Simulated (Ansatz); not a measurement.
Relaxed PtSe2 (CdI2 type):

```yaml
crystal:
  lattice:
    - [3.77243, 0.00000, 0.00000]
    - [-1.88622, 3.26702, 0.00000]
    - [0.00000, 0.00000, 4.81683]
  atoms:
    - { symbol: Pt, position: [0.00000, 0.00000, 0.00000] }
    - { symbol: Se, position: [0.66667, 0.33333, 0.26563] }
    - { symbol: Se, position: [0.33333, 0.66667, 0.73437] }
```

Two-dimensional scan of atom 1 (Pt, nearest neighbour Se at 2.526 Å; its periodic images, 3.8 Å or more away, move with it): u runs along (1.000, 0.000, 0.000), v along (0.000, 1.000, 0.000) (Cartesian). Cell and other atoms are fixed.

All values below come from PBE-D3(BJ) (plane waves to 420 eV, PAW, scalar-relativistic; Ansatz, a first-principles code). k mesh 11×11×8 (Γ-centred), Fermi-Dirac smearing 0.05 eV. Energies are smeared free energies. Points where atoms come too close for the PAW data are left out (x in tables, blank in figures). With partly filled bands, energies and forces of such displacements shift with the k mesh and the smearing. PtSe2 is run without spin polarisation. PtSe2 was relaxed with its symmetry unable to fall. Spin-orbit coupling is left out, though Pt is heavy. The PAW data are Ansatz's earlier set. The last digit holds for this mesh only.

Changes of ΔE (meV/cell) from the point u = 0.000 Å, v = 0.000 Å when one coordinate moves alone (two changes are said to add if the coupling is within 5 % of the smaller one, nearly so within 20 %):

```csv
point,change
"u = 0.000 Å, v = -0.630 Å",2972.7
"u = 0.000 Å, v = -0.420 Å",1297.0
"u = 0.000 Å, v = -0.210 Å",319.2
"u = -0.630 Å, v = 0.000 Å",2875.6
"u = -0.420 Å, v = 0.000 Å",1285.7
"u = -0.210 Å, v = 0.000 Å",319.0
"u = 0.210 Å, v = 0.000 Å",319.0
"u = 0.420 Å, v = 0.000 Å",1285.7
"u = 0.630 Å, v = 0.000 Å",2875.6
"u = 0.000 Å, v = 0.210 Å",319.2
"u = 0.000 Å, v = 0.420 Å",1297.0
"u = 0.000 Å, v = 0.630 Å",2972.7
```

Problem. What is the change at u = -0.210 Å, v = 0.630 Å, where both move, and how far is it from the sum?

Solution. The sum of the single changes is 319.0 + (2972.7) = 3291.7; the calculation gives 3241.7, so the coupling contributes -50.0 (under 20 % of the smaller single change, nearly additive).

Problem. What is the change at u = -0.420 Å, v = 0.630 Å, where both move, and how far is it from the sum?

Solution. The sum of the single changes is 1285.7 + (2972.7) = 4258.4; the calculation gives 4204.4, so they add (within 5 % of the smaller single change).

Problem. Do the two effects add at u = -0.420 Å, v = 0.420 Å? Give the computed change.

Solution. The sum of the single changes is 1285.7 + (1297.0) = 2582.7; the calculation gives 2591.3, so they add (within 5 % of the smaller single change).

(For displaced atoms, the force is minus the slope of the energy, and its curvature is a force constant, which sets phonon frequencies.)
